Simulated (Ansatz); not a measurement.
# Calculated 119Sn Mössbauer parameters for Ba2SnSe4

Cell: a Materials Project structure (computed, not necessarily an observed phase), taken as it stands.

Space group P2_1/c (No. 14); a = 8.6473, b = 9.4076, c = 12.5785 Å, β = 114.13°.

```csv
site,Wyckoff,site symmetry,x,y,z
Ba1,4e,1,0.9059,0.8847,0.1565
Ba5,4e,1,0.5344,0.8481,0.3404
Sn,4e,1,0.1952,0.8135,0.5065
Se13,4e,1,0.2394,0.8819,0.7118
Se17,4e,1,0.2370,0.0201,0.3906
Se21,4e,1,0.9110,0.6911,0.3940
Se25,4e,1,0.4225,0.6302,0.5416
```

One atom of each set is listed.

All values are calculated (Ansatz; DFT, PBE, plane waves and PAW, scalar-relativistic, 420 eV cutoff, Γ-centred 4×3×3 k-points, Fermi–Dirac smearing 0.02 eV), not measured.

Isomer shifts (against SnO₂) follow from the electron density at the nucleus, δ = α(ρ − ρ₀), with α = 0.099 mm s⁻¹ a₀³ and ρ₀ = 183191.44 a₀⁻³ from a line fitted to 8 measured compounds at this level of theory (rms miss 0.12 mm/s). ΔE_Q = ½eQV_zz(1 + η²/3)^½ with Q = -0.132 b for the 23.9 keV state.

Problem. Where do the absorption lines lie?

Solution. Sn (4 atoms a cell): δ = 1.52, |ΔE_Q| = 0.29 mm/s, a doublet too narrow to resolve, seen as one line at 1.52 mm/s.

The largest force is 0.3 eV/Å, so the atoms aren't at the calculated equilibrium and relaxing them would move these values. Without spin–orbit coupling (the program notes it for Sn) the gradients are little affected as a rule: paired runs on crystals with a gap mostly move them by under 2 % at such atoms.

Hardware: 2 threads of Intel Xeon Processor @ 2.50GHz (Skylake/Cascade Lake) (x86_64; 62 cores open to the job, memory cap 5.0 GiB, no GPU), a shared host with a load of 0.9 a core. Wall time 5 min, CPU time 9.8 min, peak memory 3.6 GiB.
